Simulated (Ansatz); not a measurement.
## Cutoff convergence: Cs2LiGdCl6

System: Cs2LiGdCl6, a cell derived from the structure in space group 225 by a strain and random displacements, 10 atoms in the cell.

```
Cs Li Gd Cl
1.0
     0.01428    5.44144    5.34523
     5.43942    0.03244    5.32708
     5.43032    5.41419    0.04153
Cs Li Gd Cl
2 1 1 6
Direct
  0.44399 0.67196 0.43474
  0.93677 0.16802 0.93312
  0.19320 0.42572 0.16984
  0.70630 0.92335 0.67698
  0.43859 0.17988 0.93572
  0.94830 0.16702 0.44103
  0.93293 0.67588 0.43771
  0.93939 0.67676 0.93758
  0.44770 0.16767 0.43171
  0.44603 0.67678 0.92100
```

Level of theory: r²SCAN, plane waves, PAW datasets (generated hard set) in Ansatz 0.2.0 development build.

k-mesh 2×2×2 Γ-centred; Fermi–Dirac smearing of 0.15 eV; starting moments Gd4 7 μB; no spin–orbit coupling.

Cutoffs run: 600, 700, 850 eV. At 850 eV the pressure at a fixed basis is -1.04 GPa and the rms force 0.359 eV/Å.

(1) From which of these cutoffs on do the forces lie within 20 meV/Å (rms) of the highest one?

(2) What pressure at a fixed basis does the 600 eV run show?

(3) Give the whole series.

Answers

(1) Even the lowest tried, 600 eV, does.

(2) -1.06 GPa.

(3) 
```tsv
cutoff (eV)	E − E(top) (meV/atom)	pressure at fixed basis (GPa)	corrected pressure (GPa)	rms force change (meV/Å)
600	1.1	-1.06	-1.03	0.4
700	0.4	-1.04	-1.03	0.3
850	0.0	-1.04	-1.04	0.0
```

With an open f shell the self-consistent state may not be the lowest one. Potentials made with PBE were used with another functional.
